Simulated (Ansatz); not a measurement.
## Rb2CaCrC6N6: from a guess to a relaxed structure

The calculation used Ansatz 0.2.0, DFT PBE, scalar-relativistic, plane waves, PAW. Cutoff 420 eV, Gaussian smearing, Γ-centred meshes. Cell and atoms relax first on a coarse mesh and then on a finer one. In between, the cell is made exact in the group found at 0.06 Å. In metals the finer mesh still leaves noise of several meV/atom or more. The steps can't lower the symmetry of their start. Collinear spin, starting moments Cr 3.0 μB.

The cell of Rb2CaCrC6N6 is invented: cyanide-bridged rock-salt net of two metals, 2 guest cations a cell (Fm-3m, No. 225). Its size is a rough estimate.

```
Rb Ca Cr C N
1.0
     0.00000    5.30600    5.30600
     5.30600    0.00000    5.30600
     5.30600    5.30600    0.00000
Rb Ca Cr C N
2 1 1 6 6
Direct
  0.25000 0.25000 0.25000
  0.75000 0.75000 0.75000
  0.00000 0.00000 0.00000
  0.50000 0.50000 0.50000
  0.80155 0.19845 0.19845
  0.19845 0.80155 0.19845
  0.19845 0.19845 0.80155
  0.19845 0.80155 0.80155
  0.80155 0.19845 0.80155
  0.80155 0.80155 0.19845
  0.69129 0.30871 0.30871
  0.30871 0.69129 0.30871
  0.30871 0.30871 0.69129
  0.30871 0.69129 0.69129
  0.69129 0.30871 0.69129
  0.69129 0.69129 0.30871
```

Energies over the elements count from the elements' standard structures at the same level (N₂ as a molecule), with no fitted energy shifts.

**Question.** Which structure results?

**Answer.** The symmetry stays Fm-3m (No. 225). The volume per atom grows by 23.2 %, from 18.7 to 23.0 Å³. The shortest distance goes from 1.17 Å (C–N) to 1.18 Å (C–N). The energy falls by about 0.29 eV/atom (the start's value is from the coarse mesh). Conventional cell: a = 11.377 Å. Around Rb lie 12 C at 4.03 Å and 12 N at 4.12 Å; Ca is surrounded by 6 C at 2.54 Å; Cr has 6 N at 1.97 Å; around C lie 1 N at 1.18 Å, 1 Ca at 2.54 Å, 1 Cr at 3.15 Å, 4 C at 3.59 Å, 4 N at 3.72 Å and 4 Rb at 4.03 Å; around N lie 1 C at 1.18 Å, 1 Cr at 1.97 Å, 4 N at 2.79 Å, 1 Ca at 3.71 Å, 4 C at 3.72 Å, 1 N at 3.95 Å and 4 Rb at 4.12 Å.

```cif
data_structure
_symmetry_space_group_name_H-M 'P 1'
_symmetry_Int_Tables_number 1
_cell_length_a 8.0444
_cell_length_b 8.0444
_cell_length_c 8.0444
_cell_angle_alpha 60.000
_cell_angle_beta 60.000
_cell_angle_gamma 60.000
_cell_volume 368.10
loop_
_atom_site_label
_atom_site_type_symbol
_atom_site_fract_x
_atom_site_fract_y
_atom_site_fract_z
_atom_site_occupancy
Rb1 Rb 0.25000 0.25000 0.25000 1
Rb2 Rb 0.75000 0.75000 0.75000 1
Ca1 Ca 0.00000 0.00000 0.00000 1
Cr1 Cr 0.50000 0.50000 0.50000 1
C1 C 0.77697 0.22303 0.22303 1
C2 C 0.22303 0.77697 0.22303 1
C3 C 0.22303 0.22303 0.77697 1
C4 C 0.22303 0.77697 0.77697 1
C5 C 0.77697 0.22303 0.77697 1
C6 C 0.77697 0.77697 0.22303 1
N1 N 0.67354 0.32646 0.32646 1
N2 N 0.32646 0.67354 0.32646 1
N3 N 0.32646 0.32646 0.67354 1
N4 N 0.32646 0.67354 0.67354 1
N5 N 0.67354 0.32646 0.67354 1
N6 N 0.67354 0.67354 0.32646 1
```

**Question.** How does it come out in energy, and is it a metal?

**Answer.** The energy over the elements is −0.10 eV/atom and the gap on the 6×6×6 mesh of the 16-atom cell is 0 eV (a metal). The net moment per atom is 0.12 μB and the moment by site is Cr 1.6 μB.

Whether it is stable depends on the other phases of the system, which aren't compared here.

The last run used collinear spin and Gaussian smearing of 0.10 eV. In such compounds of Cr a zero gap at this level may well be an artefact, since no Hubbard U is applied. The reference form of C is held partly by dispersion forces, which this level lacks. The magnetic state reached may not be the lowest. A structure relaxed within its symmetry needn't be a true minimum. Site moments count only spheres around the atoms; the net moment includes the space between them.
